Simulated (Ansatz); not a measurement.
Relaxing iridium (beta-Sn type)

These are results of DFT, r2SCAN, plane waves (500 eV) with PAW, scalar-relativistic in Ansatz 0.2.0, not measurements. The PAW files were generated under PBE, with cores re-solved for the functional.

k-point mesh 14×14×9, Fermi-Dirac smearing 0.1 eV, no spin polarisation. Cell and atoms relax.

Starting structure:

```yaml
crystal:
  lattice:
    - [-2.3872555793, 2.3872555793, 1.3034415463]
    - [2.3872555793, -2.3872555793, 1.3034415463]
    - [2.3872555793, 2.3872555793, -1.3034415463]
  atoms:
    - { symbol: Ir, position: [0.0, 0.0, 0.0] }
    - { symbol: Ir, position: [0.75, 0.25, 0.5] }
hamiltonian:
  xc: r2scan
  pseudopotentials:
    kind: paw
    azcp:
      Ir: "pseudopotentials/Ir.paw.azcp"
basis:
  ecutwfc: 500
  fft_grid_basis: typed
kpoints:
  mp_grid: { grid: [14, 14, 9], shift: [0, 0, 0] }
magnetization:
  spin_polarized: false
scf:
  occupations: { method: fermi_dirac, width: 0.1 }
relax:
  max_steps: 60
  f_tol: 0.01
  cell: {}
output:
  write_density: true
  write_potential: true
  elf: true
  volumetric_format: npy
```

The pressure at the start is 23.2 GPa. By how much does the volume change?

From 14.86 to 15.50 Å³ per atom, 4.4 %. The final cell has a = 2.659 Å, b = 6.561 Å, c = 3.554 Å.

The cell has left the beta-Sn structure type; it ends in Cmcm.

How much energy does the relaxation gain?

321.7 meV per atom.

Path of the relaxation (the plane waves are chosen anew near the end, which can shift the energy a little):

```json
{"step": "0", "E − E(final) (meV/atom)": "321.71", "V (Å³/atom)": "14.857", "P (GPa)": "23.19", "max force (eV/Å)": "0.002"}
{"step": "1", "E − E(final) (meV/atom)": "246.97", "V (Å³/atom)": "16.287", "P (GPa)": "-6.88", "max force (eV/Å)": "0.000"}
{"step": "2", "E − E(final) (meV/atom)": "236.73", "V (Å³/atom)": "15.971", "P (GPa)": "-1.35", "max force (eV/Å)": "0.000"}
{"step": "3", "E − E(final) (meV/atom)": "235.35", "V (Å³/atom)": "15.904", "P (GPa)": "0.17", "max force (eV/Å)": "0.001"}
{"step": "4", "E − E(final) (meV/atom)": "235.19", "V (Å³/atom)": "15.929", "P (GPa)": "-0.19", "max force (eV/Å)": "0.005"}
{"step": "5", "E − E(final) (meV/atom)": "230.24", "V (Å³/atom)": "15.896", "P (GPa)": "0.18", "max force (eV/Å)": "0.028"}
{"step": "6", "E − E(final) (meV/atom)": "192.05", "V (Å³/atom)": "15.803", "P (GPa)": "0.16", "max force (eV/Å)": "0.139"}
{"step": "7", "E − E(final) (meV/atom)": "120.67", "V (Å³/atom)": "15.646", "P (GPa)": "0.36", "max force (eV/Å)": "0.249"}
{"step": "8", "E − E(final) (meV/atom)": "40.93", "V (Å³/atom)": "15.430", "P (GPa)": "2.64", "max force (eV/Å)": "0.157"}
{"step": "9", "E − E(final) (meV/atom)": "12.87", "V (Å³/atom)": "15.386", "P (GPa)": "3.72", "max force (eV/Å)": "0.146"}
{"step": "10", "E − E(final) (meV/atom)": "5.51", "V (Å³/atom)": "15.546", "P (GPa)": "-1.12", "max force (eV/Å)": "0.005"}
{"step": "11", "E − E(final) (meV/atom)": "5.14", "V (Å³/atom)": "15.496", "P (GPa)": "-0.07", "max force (eV/Å)": "0.004"}
{"step": "12", "E − E(final) (meV/atom)": "5.08", "V (Å³/atom)": "15.493", "P (GPa)": "0.01", "max force (eV/Å)": "0.003"}
{"step": "13", "E − E(final) (meV/atom)": "0.31", "V (Å³/atom)": "15.493", "P (GPa)": "0.40", "max force (eV/Å)": "0.003"}
{"step": "14", "E − E(final) (meV/atom)": "0.02", "V (Å³/atom)": "15.505", "P (GPa)": "0.02", "max force (eV/Å)": "0.003"}
{"step": "15", "E − E(final) (meV/atom)": "0.01", "V (Å³/atom)": "15.505", "P (GPa)": "0.00", "max force (eV/Å)": "0.001"}
{"step": "16", "E − E(final) (meV/atom)": "0.00", "V (Å³/atom)": "15.505", "P (GPa)": "0.00", "max force (eV/Å)": "0.001"}
```

The k-point mesh keeps fewer symmetry operations than the starting structure has, so the cell can leave it.
